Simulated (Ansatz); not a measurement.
Space group Pm-3m (No. 221). a = 5.581 Å, b = 5.581 Å, c = 5.581 Å, α = 90.00°, β = 90.00°, γ = 90.00°
```json
{"atom": "Fe", "site": "1b", "symmetry": "m-3m", "x": "0.5000", "y": "0.5000", "z": "0.5000"}
{"atom": "Fe", "site": "3c", "symmetry": "4/mm.m", "x": "0.5000", "y": "0.0000", "z": "0.5000"}
{"atom": "Fe", "site": "3d", "symmetry": "4/mm.m", "x": "0.5000", "y": "0.0000", "z": "0.0000"}
{"atom": "Fe", "site": "8g", "symmetry": ".3m", "x": "0.2500", "y": "0.2500", "z": "0.2500"}
{"atom": "Co", "site": "1a", "symmetry": "m-3m", "x": "0.0000", "y": "0.0000", "z": "0.0000"}
```

Equation of state of this Fe₁₅Co structure (not necessarily the ground state), with shape and atoms relaxed at each volume where symmetry leaves them free. It has no gap at any of these volumes. Method: Ansatz 0.2.0, DFT PBEsol, scalar-relativistic, plane waves, PAW.

Settings: cutoff 420 eV, Γ-centred mesh 6×6×6 on the computed 16-atom cell, Gaussian smearing of 0.10 eV; collinear spin.

```csv
V (Å³/atom),E − E(largest V) (meV/atom),P (GPa)
9.562,76.18,37.97
9.888,11.47,25.72
10.214,-29.77,15.54
10.540,-52.46,7.16
10.866,-59.41,0.00
11.192,-53.04,-5.89
11.518,-36.16,-10.63
11.953,0.00,-16.01
```

Task: Fit a third-order Birch–Murnaghan equation to E(V).

Result: V0 = 10.86 Å³/atom, B0 = 213 GPa, B0' = 5.3.

Only parallel moments were tried here.

Cost: 8 runs of about 92 core-minutes in all, on Intel Xeon Processor @ 2.50GHz (Skylake/Cascade Lake) (shared hosts).